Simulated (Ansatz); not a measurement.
Values for one crystal, relaxed and computed with the program Ansatz at the r²SCAN level (PAW); other levels are named.

| Item | Value |
|---|---|
| Volume per atom | 15.76 Å³ |
| Electronic character | metallic (no gap) |
| Zone-centre stability | no imaginary mode at Γ |
| Gap with spin–orbit coupling | none (metallic) |
| Density of states at the Fermi level | 0.12 states/eV per atom (mean over ±0.08 eV) |
| Pressure derivative B′ | 4.0 |
| Bulk modulus (Birch–Murnaghan fit) | 136 GPa |

Q: Which of these materials gives this?
(A) AlRu, CsCl type
(B) Zn3Ir, I4/mmm (Zn on 4d, Zn on 2b, Ir on 2a)
(C) ZrIn3, I4/mmm (Zr on 2a, In on 4d, In on 2b)
(D) NbAl3, I4/mmm (Al on 2b, Al on 4d, Nb on 2a)

A: D, NbAl3, I4/mmm (Al on 2b, Al on 4d, Nb on 2a)

The first step of the workflow began from a Materials Project structure, measured or hypothetical; the Crystallography Open Database copy checked does not list it. With Al and Nb taken as one species the cell has the higher symmetry I4/mmm, so it may be an ordered model of a mixed-site phase. Its standing as an ambient phase is unchecked. The r²SCAN relaxation kept the symmetry of its start. The run is not spin-polarised. Scalar-relativistic: spin–orbit coupling is off unless named, which matters more the heavier the elements.

Potentials: the later of the program's two PAW sets.
